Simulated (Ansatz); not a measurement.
Relaxed ZnS (wurtzite):

```
ZnS
1.0
    3.78216     0.00000     0.00000
   -1.89108     3.27544     0.00000
    0.00000     0.00000     6.20766
Zn S
2 2
Direct
  0.66667   0.33333   0.99968
  0.33333   0.66667   0.49968
  0.66667   0.33333   0.62552
  0.33333   0.66667   0.12552
```

In this cell atom 4 (S, nearest neighbour Zn at 2.319 Å; its periodic images, 3.8 Å or more away, move with it) is moved by s along Cartesian x, unit vector (1.000, 0.000, 0.000); all other atoms and the cell stay fixed.

Method: PBEsol (plane waves to 420 eV, PAW, scalar-relativistic; Ansatz, an electronic-structure program). k mesh 8×8×5 (Γ-centred), Fermi-Dirac smearing 0.05 eV. Energies are smeared free energies. ZnS was relaxed with its symmetry unable to fall. The zero of ΔE is the undisplaced structure.

| s (Å) | ΔE (meV/cell) |
|---|---|
| -0.700 | 2225 |
| -0.560 | 1302 |
| -0.420 | 676 |
| -0.280 | withheld |
| -0.140 | 68 |
| 0.000 | 0 |
| 0.140 | 68 |
| 0.280 | withheld |
| 0.420 | 676 |
| 0.560 | 1302 |
| 0.700 | 2225 |

Question: Fit an even polynomial form (powers 2, 4) to the given rows and predict ΔE at s = -0.280.

Answer: Least squares on the 9 given rows: ΔE = (3446)·s² + (2237)·s⁴, in meV/cell with s in Å; root-mean-square residual 1.0 meV/cell. At -0.280 the fit gives 284 meV/cell; the calculation gives 282 meV/cell, so the interpolation is off by 2 (+0.7 %). The quadratic term alone would give 270 meV/cell.

(A displaced cell: forces are minus the slopes of the energy, force constants its curvatures, and phonons follow from these.)
